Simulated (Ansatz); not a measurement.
Write an Ansatz input for a full relaxation of cell and atoms of BiN with PBE (scalar-relativistic), a cutoff of 420 eV (density cutoff 4 times that), a Γ-centred 12×12×10 mesh and Gaussian smearing of 0.05 eV, without spin polarisation. Stop at forces under 0.01 eV/Å and stress under 0.04 GPa, or after 60 steps. Forces, stress and eigenvalues are wanted. The structure:
```
Bi N
1.0
     3.4261742452    0.0000000000    0.0000000000
    -1.7130871226    2.9671539342    0.0000000000
     0.0000000000    0.0000000000    3.3437763165
Bi N
1 1
Direct
  0.0000000000 0.0000000000 0.0000000000
  0.6666666667 0.3333333333 0.5000000000
```

```yaml
crystal:
  lattice:
    - [3.4261742452, 0.0, 0.0]
    - [-1.7130871226, 2.9671539342, 0.0]
    - [0.0, 0.0, 3.3437763165]
  atoms:
    - { symbol: Bi, position: [0.0, 0.0, 0.0] }
    - { symbol: "N", position: [0.6666666667, 0.3333333333, 0.5] }
basis:
  ecutwfc: 420
  ecutrho_ratio: 4
kpoints:
  mp_grid: { grid: [12, 12, 10] }
hamiltonian:
  xc: pbe
scf:
  occupations: { method: gaussian, width: 0.05 }
output:
  forces: true
  stress: true
  eigenvalues: true
relax:
  f_tol: 0.01
  max_steps: 60
  cell: { stress_tol: 0.04 }
```

Launched as:
```sh
ansatz run input.yaml --threads 2 --pin off --max-ram 2662MiB --backend cpu --events-out ev --progress --plain --runs-dir out
```

Run as written, it has 20 valence electrons, 665 plane waves at Γ (in the final cell), 12 symmetry operations and 114 irreducible k-points; it took 51 SCF iterations in all. Cost: 28 s on 2 threads of Arm Neoverse V1, with other jobs on the host, peak memory 0.37 GiB.

This is a trial structure made by placing the elements on a prototype's sites, so it needn't be the stable form.
